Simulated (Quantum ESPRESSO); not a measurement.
B4P2CSe (made-up cell) (calculated)

Computed with Quantum ESPRESSO 7.5. Calculation on a made-up crystal cell, not a measurement: periodic Kohn-Sham density functional theory in plane waves with PseudoDojo standard norm-conserving scalar-relativistic pseudopotentials, each functional with its own files (v0.5 for PBE, v0.4.1 for LDA and PBEsol), no spin polarisation, no spin-orbit coupling, atoms not relaxed, stress positive in tension, energies less a fixed whole-eV offset for each atom's element; levels are Kohn-Sham levels at fractions of this cell's reciprocal vectors, counted from the reference band (half the neutral cell's valence electrons, rounded up) at Gamma; error bars cover cutoff and k-mesh only, not smearing or the files; added strain carries the atoms with the cell, and shear is the tensor component; each bar is the largest change over components, and at least 0.002 eV, 0.002 eV per angstrom or 0.02 GPa; energies are for the whole cell, and the offsets were chosen from early runs and are not element reference energies.

Common to all runs: lattice type zincblende/diamond; functional pbe; cutoff 1170 eV; fermi dirac smearing 0.1 eV; scf tolerance 1e-07 eV; electrons removed 0; added strain kind zz; k mesh 6 x 6 x 6, shifted by half a step.

(1) B4P2CSe (made-up cell)

Unstrained structure:
```
cell vectors (Å)
   4.5556    -0.0443    -0.0319
  -0.0443     4.5281     0.0106
  -0.0319     0.0106     4.5231
atoms (fractions of the cell vectors)
B   0.01364  0.00447  0.02319
B   0.00607  0.50198  0.50564
B   0.50726  0.00392  0.48231
B   0.48152  0.47007  0.03112
P   0.24487  0.22720  0.24921
Se  0.28010  0.73518  0.77554
P   0.76665  0.26541  0.75164
C   0.75642  0.75999  0.24352
```

* added strain: -0.0114
* structure shown: before the added strain of -0.0114
* free energy less offsets: -0.5733 eV
* smearing term minus ts: -0.001177 eV
* scf iterations: 9
* pressure: -2.447 GPa
* stress xx: 5.824 GPa
* stress yy: 2.756 GPa
* stress zz: -1.239 GPa
* stress yz: 2.793 GPa
* stress xz: -5.653 GPa
* stress xy: -5.72 GPa
* error bar energy: 0.002 eV
* error bar stress: 0.02 GPa
* error bar force: 0.002 eV/Å
* error bars from: tighter rerun of a related cell

Atoms:
| atoms element | atom site | atom energy offset (eV) |
| --- | --- | --- |
| B | 1 | -79 |
| B | 2 | -79 |
| B | 3 | -79 |
| B | 4 | -79 |
| P | 5 | -189 |
| Se | 6 | -3300 |
| P | 7 | -189 |
| C | 8 | -163 |

Forces:
| site | x (eV/Å) | y (eV/Å) | z (eV/Å) |
| --- | --- | --- | --- |
| 1 | -4.824 | -3.061 | -1.078 |
| 2 | -1.662 | 1.251 | -2.507 |
| 3 | 3.686 | -1.572 | -0.276 |
| 4 | 5.519 | 1.817 | 0.1061 |
| 5 | 0.2267 | 1.971 | 3.48 |
| 6 | -1.549 | 1.639 | -1.65 |
| 7 | -1.397 | -1.708 | 0.7555 |
| 8 | 3.472e-05 | -0.3374 | 1.168 |

(2) B4P2CSe (made-up cell)

Structure as in entry 1.

- added strain: -0.0028
- structure shown: before the added strain of -0.0028
- free energy less offsets: -0.573 eV
- smearing term minus ts: -0.0009778 eV
- scf iterations: 9
- pressure: -3.757 GPa
- stress xx: 6.374 GPa
- stress yy: 3.423 GPa
- stress zz: 1.475 GPa
- stress yz: 2.689 GPa
- stress xz: -5.516 GPa
- stress xy: -5.529 GPa
- error bar energy: 0.002 eV
- error bar stress: 0.02 GPa
- error bar force: 0.002 eV/Å
- error bars from: tighter rerun of a related cell

Atoms:
| atoms element | atom site | atom energy offset (eV) |
| --- | --- | --- |
| B | 1 | -79 |
| B | 2 | -79 |
| B | 3 | -79 |
| B | 4 | -79 |
| P | 5 | -189 |
| Se | 6 | -3300 |
| P | 7 | -189 |
| C | 8 | -163 |

Forces:
| site | x (eV/Å) | y (eV/Å) | z (eV/Å) |
| --- | --- | --- | --- |
| 1 | -4.743 | -2.987 | -1.031 |
| 2 | -1.648 | 1.206 | -2.466 |
| 3 | 3.638 | -1.537 | -0.2875 |
| 4 | 5.438 | 1.808 | 0.1056 |
| 5 | 0.2233 | 1.935 | 3.421 |
| 6 | -1.532 | 1.603 | -1.628 |
| 7 | -1.369 | -1.694 | 0.7328 |
| 8 | -0.009102 | -0.3349 | 1.153 |

(3) B4P2CSe (made-up cell)

Structure as in entry 1.

- added strain: 0.0187
- structure shown: before the added strain of 0.0187
- free energy less offsets: -0.5131 eV
- smearing term minus ts: -0.0007222 eV
- scf iterations: 10
- pressure: -6.802 GPa
- stress xx: 7.534 GPa
- stress yy: 4.853 GPa
- stress zz: 8.018 GPa
- stress yz: 2.437 GPa
- stress xz: -5.183 GPa
- stress xy: -5.07 GPa
- error bar energy: 0.002 eV
- error bar stress: 0.02 GPa
- error bar force: 0.002 eV/Å
- error bars from: tighter rerun of this cell

Atoms:
| atoms element | atom site | atom energy offset (eV) |
| --- | --- | --- |
| B | 1 | -79 |
| B | 2 | -79 |
| B | 3 | -79 |
| B | 4 | -79 |
| P | 5 | -189 |
| Se | 6 | -3300 |
| P | 7 | -189 |
| C | 8 | -163 |

Forces:
| site | x (eV/Å) | y (eV/Å) | z (eV/Å) |
| --- | --- | --- | --- |
| 1 | -4.547 | -2.809 | -0.9143 |
| 2 | -1.614 | 1.096 | -2.367 |
| 3 | 3.521 | -1.445 | -0.3227 |
| 4 | 5.238 | 1.786 | 0.1053 |
| 5 | 0.2176 | 1.844 | 3.274 |
| 6 | -1.486 | 1.514 | -1.564 |
| 7 | -1.297 | -1.659 | 0.6725 |
| 8 | -0.03182 | -0.3274 | 1.116 |
